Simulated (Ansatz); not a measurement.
Consider a crystal of Bi₆Te in space group P6/mmm (No. 191), with Bi on 6l; Te on 1a.

Level of theory: DFT PBE, scalar-relativistic, plane waves, PAW in Ansatz. Cutoff 420 eV, Γ-centred mesh, Gaussian smearing, no spin polarisation.

Energies over the elements count from the elements' standard structures at the same level, with no fitted energy shifts.

**Question.** Give the relaxed lattice parameters and positions.

**Answer.**

Space group P6/mmm (No. 191). a = 9.226 Å, b = 9.226 Å, c = 3.254 Å, α = 90.00°, β = 90.00°, γ = 120.00°
```tsv
atom	site	symmetry	x	y	z
Bi	6l	mm2	0.2139	0.7861	0.0000
Te	1a	6/mmm	0.0000	0.0000	0.0000
```

Bi has 6 Bi at 3.25–3.42 Å and 1 Te at 3.42 Å; Te is surrounded by 2 Te at 3.25 Å and 6 Bi at 3.42 Å. Another local minimum with the same sites may exist.

**Question.** And its energy and gap?

**Answer.** The formation energy is +0.06 eV/atom and the gap on the 6×6×10 mesh of the 7-atom cell is 0 eV (a metal). It can't be a ground state, since the elements alone are lower.

The last run used Gaussian smearing of 0.10 eV. These runs have no spin–orbit coupling, which can matter for Bi and Te. The reference form of Te is held partly by dispersion forces, which this level lacks. A later test with randomly moved atoms ended 4 meV/atom higher, in P6/mmm at a loose tolerance, which is no clear verdict on its stability. Another cell of the same search, in P-1, lies 59 meV/atom lower, so this cell isn't the stable form at this level.
